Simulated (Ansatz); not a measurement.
## W: ideal shear of a crystal plane

Computed with DFT PBEsol, scalar-relativistic, plane waves, PAW in Ansatz. Settings: plane waves to 420 eV, k-mesh 23×23×7 (Γ-centred), Gaussian smearing 0.15 eV. Spin–orbit coupling is left out, which can shift energies with elements as heavy as these. No spin polarisation. Energies are free energies at this smearing, counted from the undisturbed cell; pressure is positive in compression.

Zero of the scan (relaxed at this level; with this scan's settings it stands at -0.1 GPa):

```xyz
4
Lattice="-1.5772 1.5772 -1.5772 -1.5772 -1.5772 1.5772 0.0000 6.3087 6.3087" Properties=species:S:1:pos:R:3 pbc="T T T"
W     0.0000    5.5201    5.5201
W    -1.5772    0.7886    0.7886
W     0.0000    2.3658    2.3658
W    -1.5772    3.9430    3.9430
```

The cut lies on the cell's a–b face, a (0 1 1) plane (indices in the standard cell, whose axes needn't be the Cartesian ones shown) of area 7.04 Å², between layers 2.23 Å apart. Vector c is tilted by f times 1·a + 1·b (length 3.154 Å) with the atoms' Cartesian places fixed: one unrelaxed fault a cell. The traction is dγ/du, the slope of γ against the slip u in Å. Some rows repeat others by symmetry and weren't run.

| f | γ (mJ/m²) | traction (GPa) |
| --- | --- | --- |
| 0.0000 | 0 | 0.0 |
| 0.1000 | 367 | 23.5 |
| 0.2000 | 1483 | 46.7 |
| 0.3000 | 3187 | 57.8 |
| 0.4000 | 4802 | 39.1 |
| 0.5000 | 5433 | 0.0 |
| 0.6000 | 4802 | -39.1 |
| 0.7000 | 3187 | -57.8 |
| 0.8000 | 1483 | -46.7 |
| 0.9000 | 367 | -23.5 |

Problem. Read off the first barrier and the stress needed to climb it, and compare with Frenkel's sinusoid.

Solution. The first sampled maximum lies at f = 0.500, a slip of 1.58 Å, with γ ≈ 5433 mJ/m², which stands in for the unstable fault energy γ_us, and the steepest sampled slope before it is 57.8 GPa. A sinusoid γ = γ_us sin²(πu/λ) with its maximum there has λ = 3.15 Å and a largest slope πγ_us/λ = 54.1 GPa (1 mJ/m² per Å = 0.01 GPa).

Problem. Is there a metastable fault on this line?

Solution. Apart from points where γ returns to about zero, no local minimum shows among the samples, so at this sampling the line offers no fault for a dislocation to split on; a fault can still lie off the line.

The cut is rigid; relaxing the faces lowers these energies and usually the stresses.

In a metal these slopes depend on the k mesh and the smearing.

Cost: 6 runs of about 8 core-minutes in all, on Arm Neoverse V1 (shared hosts).